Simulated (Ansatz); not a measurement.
A relaxed cell of Ga3Sb2As is given with its symmetry left out. The cell was found from a structure generator's guess, not taken from experiment.

The calculation used DFT PBE, scalar-relativistic, plane waves, PAW (Ansatz 0.2.0). Cutoff 420 eV, Γ-centred mesh, Gaussian smearing, no spin polarisation.

```
CELL_PARAMETERS angstrom
4.27536 0.00000 0.00000
-2.13768 3.70257 0.00000
0.00000 0.00000 21.13521
ATOMIC_POSITIONS crystal
Ga 0.33333 0.66667 0.33941
Ga 0.33333 0.66667 0.66693
Ga 0.33333 0.66667 0.99391
Ga 0.66667 0.33333 0.16693
Ga 0.66667 0.33333 0.49391
Ga 0.66667 0.33333 0.83941
Sb 0.33333 0.66667 0.12184
Sb 0.33333 0.66667 0.79401
Sb 0.66667 0.33333 0.29401
Sb 0.66667 0.33333 0.62184
As 0.33333 0.66667 0.45789
As 0.66667 0.33333 0.95790
```

Energies over the elements count from the elements' standard structures at the same level, with no fitted energy shifts.

Task: What space group does it have?

Result: P6_3mc (No. 186), with Sb and As ordered on wurtzite sites. Conventional cell: a = 4.275 Å, c = 21.135 Å. Ga on its first site is surrounded by 1 As at 2.50 Å and 3 Sb at 2.65 Å; Ga on its second site is surrounded by 4 Sb at 2.65–2.69 Å; Sb on its first site has 4 Ga at 2.65–2.70 Å; As is surrounded by 4 Ga at 2.50–2.58 Å; 2 more sites not described.

Task: How far does it lie from the elements in energy?

Result: −0.19 eV/atom. Whether it is stable depends on the other phases of the system, which aren't compared here.

Task: Is it a metal?

Result: There is no gap on the 12×12×2 mesh, but valence and conduction bands meet within 0.015 eV, so at this level it has a zero gap rather than a metal's Fermi surface.

The last run used a 12×12×2 mesh (in the run's order of axes) for its 12-atom cell and Gaussian smearing of 0.10 eV. These runs have no spin–orbit coupling, which can matter for Sb. The zero gap may come from the functional, which often closes small gaps. The reference form of As is held partly by dispersion forces, which this level lacks. A later test with randomly moved atoms came back to the same energy, though modes that don't fit the test's cell weren't probed.
